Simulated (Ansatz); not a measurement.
Si2MoN4 in space group P6_3/mmc (No. 194; Mo on 2c, N on 4f, Si on 4f, N on 4e), r²SCAN+D4 in the plane-wave PAW code Ansatz, all energies at zero smearing, with the estimated change up to a 700 eV cutoff added, with one set of potentials and settings (totals compare only within such a set). Cell of 14 atoms (2 Mo, 8 N, 4 Si): -15587.075 eV.

```tsv
element	reference phase	E (eV/atom)
Mo	Im-3m, 1 atoms in the cell	-4967.8247
N	Pa-3, 8 atoms in the cell	-384.8579
Si	Fd-3m, 2 atoms in the cell	-639.1854
```

Formation energy per atom, worked out: (-15587.075 − 2×(-4967.8247) − 8×(-384.8579) − 4×(-639.1854))/14 = -1.130 eV/atom (-109 kJ per mol of atoms), at 0 K, without zero-point energy or fitted corrections.

The start of the workflow was typed in or built on a structure type; neither database checked (COD, Materials Project) lists it. Its standing as an ambient phase is unchecked. The r²SCAN+D4 relaxation kept the symmetry of its start; whether a distortion lowers the energy is not shown. The workflow began spin-polarised and lost its moments. The references are the lowest solids computed at this level, not always the standard phases (solids in place of the gases).

Potentials: the earlier of the program's two PAW sets.
